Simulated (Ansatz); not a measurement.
**Al2GaN3: other elements on the same sites**

All numbers below come from Ansatz, DFT r2SCAN, scalar-relativistic, plane waves, PAW. Settings: 500 eV cutoff, 8×8×4 k-mesh, Gaussian smearing of 0.02 eV, no spin polarisation.

The relaxed crystal:

```xyz
12
Lattice="5.7374 -1.5656 0.0001 5.7374 1.5656 0.0001 -1.8953 0.0000 7.1670" Properties=species:S:1:pos:R:3 pbc="T T T"
Al   10.0966    0.0000    2.7902
Al    8.7276    0.0000    5.5672
Al    1.7167    0.0000    3.1856
Al    6.1427    0.0000    0.8112
Ga    3.0713    0.0000    0.4130
Ga    5.6278    0.0000    5.1727
N     1.3423    0.0000    1.3262
N     3.9096    0.0000    6.1109
N     8.4139    0.0000    3.6916
N     7.0647    0.0000    6.4611
N     0.0231    0.0000    4.0442
N     4.4870    0.0000    1.7436
```

Each substitution replaces an element on all its sites; cell and atoms are then relaxed within the symmetry of the start. The crystals needn't be the stable forms of their compositions. Lengths are those of the primitive cell. Mesh and smearing follow each crystal's size and gap, and all runs are without spin polarisation.

Question: Give the relaxed structure after Ga→B.

Answer:
```xyz
12
Lattice="5.3707 -1.4726 -0.0179 5.3707 1.4726 -0.0179 -1.7966 0.0000 6.7581" Properties=species:S:1:pos:R:3 pbc="T T T"
Al    9.4220    0.0000    2.5617
Al    8.1344    0.0000    5.2505
Al    1.5546    0.0000    3.0443
Al    5.8558    0.0000    0.6542
B     2.8146    0.0000    0.3923
B     5.2258    0.0000    4.9815
N     1.4507    0.0000    1.1803
N     3.8178    0.0000    5.6243
N     7.8497    0.0000    3.4645
N     6.4205    0.0000    6.1429
N    -0.0235    0.0000    4.0462
N     4.0970    0.0000    1.3933
```
Symmetry: Cm, No. 8, monoclinic system. The conventional cell has a = 10.741 Å, b = 2.945 Å, c = 6.993 Å, α = 90.00°, β = 105.08°, γ = 90.00°. Al (site symmetry m) has 4 N at 1.81 to 1.94 Å as nearest neighbours. Al (site symmetry m) is surrounded by 4 N at 1.81 to 1.93 Å. Al (site symmetry m) has 4 N at 1.79 to 1.87 Å as nearest neighbours. Around Al (site symmetry m) lie 4 N at 1.80 to 1.91 Å. Around B (site symmetry m) lie 4 N at 1.58 to 1.77 Å. Around B (site symmetry m) lie 4 N at 1.55 to 1.76 Å. Around N (site symmetry m) lie 1 B at 1.58 Å. N (site symmetry m) has 1 B at 1.55 Å as nearest neighbours.